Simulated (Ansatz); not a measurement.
N:
```
CELL_PARAMETERS angstrom
      3.71251     0.00000     0.00000
      0.00000     3.71251     0.00000
      0.00000     0.00000     4.96645
ATOMIC_POSITIONS crystal
  N  0.89588 0.89588 0.00000
  N  0.10412 0.10412 0.00000
  N  0.60412 0.39588 0.50000
  N  0.39588 0.60412 0.50000
```

This is the LDA-relaxed structure.

**Question.** All from the program Ansatz at the LDA level (PAW), unless another level is named. Predict the band gap.

**Answer.** 6.18 eV (indirect).

**Question.** What about the smallest direct gap on the standard path?

**Answer.** 6.65 eV.

**Question.** What about the conduction-band minimum?

**Answer.** at Γ.

**Question.** Give the valence-band maximum.

**Answer.** at A.

Space group P4_2/mnm. The first step of the workflow began from a Materials Project structure, measured or hypothetical; the Crystallography Open Database copy checked does not list it. It is not the usual solid phase (space group No. 205). The LDA relaxation kept the symmetry of its start; its stability against distortions is not shown here. The substance is a gas or liquid at ambient conditions. A crystal of weakly bound molecules computed without a dispersion correction: the cell and the soft elastic constants depend strongly on that.

Potentials: the earlier of the program's two PAW sets.
